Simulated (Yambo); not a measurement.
Yambo run on a free-standing SrHI monolayer (symmetry P4/nmm, slab cell 20.5 Å high). The wavefunctions come from this Quantum ESPRESSO step (PBEsol, PseudoDojo standard norm-conserving files, fully relativistic):

```
&CONTROL
  calculation = 'nscf'
  pseudo_dir = './pseudo'
  outdir = './out'
/
&SYSTEM
  ibrav = 0
  nat = 6
  ntyp = 3
  ecutwfc = 72.0
  ecutrho = 288.0
  occupations = 'fixed'
  force_symmorphic = .true.
  nbnd = 209
  noncolin = .true.
  lspinorb = .true.
  assume_isolated = '2D'
/
&ELECTRONS
  conv_thr = 6.000000000000001e-09
  diago_full_acc = .true.
  diago_thr_init = 1e-08
/
ATOMIC_SPECIES
H 1.0080 H.upf
Sr 87.6200 Sr.upf
I 126.9045 I.upf
CELL_PARAMETERS angstrom
  4.213038359000   0.000000000000   0.000000000000
  0.000000000000   4.213038359000   0.000000000000
  0.000000000000   0.000000000000  20.500000000000
ATOMIC_POSITIONS crystal
H   0.000000000000   0.500000000000  -0.000000000000
H   0.500000000000   0.000000000000  -0.000000000000
Sr   0.000000000000   0.000000000000   0.063112701800
Sr   0.500000000000   0.500000000000  -0.063112701800
I   0.500000000000   0.500000000000   0.137708073900
I   0.000000000000   0.000000000000  -0.137708073900
K_POINTS automatic
4 4 1 0 0 0
```

Yambo input:

```
rim_cut
gw0
dyson
el_el_corr
HF_and_locXC
ppa
em1d
rim_w
RandQpts= 1000000
RandGvec= 2 Ry
CUTGeo= "slab z"
EXXRLvcs= 72 Ry
VXCRLvcs= 288 Ry
Chimod= "HARTREE"
% BndsRnXp
 1 | 208 |
%
NGsBlkXp= 5 Ry
% LongDrXp
 1.0 | 1.0 | 0.0 |
%
RandGvecW= 591 mRy
PPAPntXp= 27.2114 eV
% GbndRnge
 1 | 208 |
%
GTermKind= "BG"
DysSolver= "n"
ExtendOut
% QPkrange
 1 | 1 | 34 | 38 |
 2 | 2 | 36 | 37 |
 3 | 3 | 36 | 37 |
 6 | 6 | 36 | 37 |
%
```

k points by index: 1 = Γ, 2 = (0, 0.25), 3 = X, 6 = M.

The o-*.qp file then holds:

```
#    K-point    Band    Eo [eV]    E [eV]    E-Eo [eV]    Vxc [eV]    Vnlxc [eV]    Sc|Eo [eV]    Sc|E [eV]    dSc/dw|Eo [eV]    Re(Z)    Im(Z)
#
    1    34    -0.210572    -1.342584    -1.132012    -11.19513    -13.94829    1.365542    1.621144    -6.143202    0.815817    -0.001990
    1    35    -0.051075    -1.237140    -1.186065    -10.74358    -13.60890    1.410904    1.679253    -6.155764    0.815510    -0.001851
    1    36    -0.051075    -1.237140    -1.186065    -10.74358    -13.60890    1.410904    1.679253    -6.155763    0.815510    -0.001851
    1    37    3.654341    5.020066    1.365725    -9.289606    -4.773962    -2.886175    -3.149919    -5.254340    0.838155    -0.001472
    1    38    3.654341    5.020066    1.365725    -9.289606    -4.773962    -2.886175    -3.149919    -5.254340    0.838155    -0.001472
    2    36    0.000000    -1.164705    -1.164705    -11.04159    -13.92892    1.456310    1.722618    -6.220927    0.813920    -0.001870
    2    37    4.191190    5.600459    1.409269    -9.281983    -4.683575    -2.916119    -3.189138    -5.271005    0.837724    -0.001604
    3    36    -0.302296    -1.444014    -1.141718    -10.94672    -13.77407    1.422863    1.685638    -6.261944    0.812923    -0.001942
    3    37    4.357342    5.745582    1.388240    -8.983803    -4.358918    -2.970485    -3.236645    -5.216406    0.839135    -0.001585
    6    36    -1.002674    -2.264021    -1.261347    -10.90215    -14.47762    1.994418    2.314118    -6.895721    0.797815    -0.002213
    6    37    3.977719    5.187705    1.209986    -8.541567    -4.298855    -2.802222    -3.032726    -5.183031    0.839999    -0.001650
```
(The two width columns are left out.) Convergence of these settings isn't established.

Geometry relaxed with PBEsol.

This is a model layer cut from the bulk structure; whether it is stable on its own was not checked.
